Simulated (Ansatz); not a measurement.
HfO₂ (fluorite)

```
CELL_PARAMETERS angstrom
      0.00000     2.52923     2.52923
      2.52923     0.00000     2.52923
      2.52923     2.52923     0.00000
ATOMIC_POSITIONS crystal
  Hf 0.00000 0.00000 0.00000
  O  0.25000 0.25000 0.25000
  O  0.75000 0.75000 0.75000
```

The slice is a {110} plane (indices of the conventional cell) through the point (0.000, 0.000, 0.000) (fractional), spanned by u = [100] and v = [1 -1 -1] in vectors of this cell: u (3.58 Å) and v (5.06 Å, at 90° to u). It covers one period; positions are fractions (u, v).

All values below come from r2SCAN (plane waves to 500 eV, PAW, scalar-relativistic; Ansatz, a quantum-chemistry and plane-wave program). k mesh 11×11×11. Near the nuclei the fields are pseudised (PAW); where an atom keeps semicore shells as valence, they peak there. HfO2 is run without spin polarisation. HfO2 was relaxed with its symmetry unable to fall. Spin-orbit coupling is left out, though Hf is heavy. This is a high-temperature form of HfO2.

Problem. Around which element is the density of the lowest conduction band (whole band as if filled, smooth part) largest on this plane?

Solution. Hf. Mean over a disc round each atom, of radius 0.45 times the shortest bond: Hf 0.150, O 0.029 e/Å³.

Problem. Around which element is the density of the highest valence band (whole band, smooth part) largest on this plane?

Solution. O. Mean over a disc round each atom, of radius 0.45 times the shortest bond: O 0.173, Hf 0.016 e/Å³.

Problem. What is the valence density on the shortest Hf–O line in this plane (2.19 Å), at its minimum between the atoms?

Solution. 0.55 e/Å³.

Problem. Sketch the density of the highest valence band (whole band, smooth part) on this plane as a map.

Solution. 
| v \ u | 0.00 | 0.18 | 0.35 | 0.53 | 0.71 | 0.88 |
|---|---|---|---|---|---|---|
| 0.88 | 0.009 | 0.020 | 0.108 | 0.201 | 0.062 | 0.014 |
| 0.75 | 0.002 | 0.021 | 0.298 | 0.071 | 0.143 | 0.007 |
| 0.62 | 0.001 | 0.008 | 0.090 | 0.200 | 0.044 | 0.003 |
| 0.50 | 0.000 | 0.001 | 0.006 | 0.008 | 0.005 | 0.001 |
| 0.38 | 0.001 | 0.008 | 0.090 | 0.200 | 0.044 | 0.003 |
| 0.25 | 0.002 | 0.021 | 0.297 | 0.070 | 0.143 | 0.007 |
| 0.12 | 0.009 | 0.020 | 0.107 | 0.201 | 0.062 | 0.014 |
| 0.00 | 0.005 | 0.018 | 0.008 | 0.008 | 0.008 | 0.021 |

Values: density of the highest valence band (whole band, smooth part) in e/Å³.
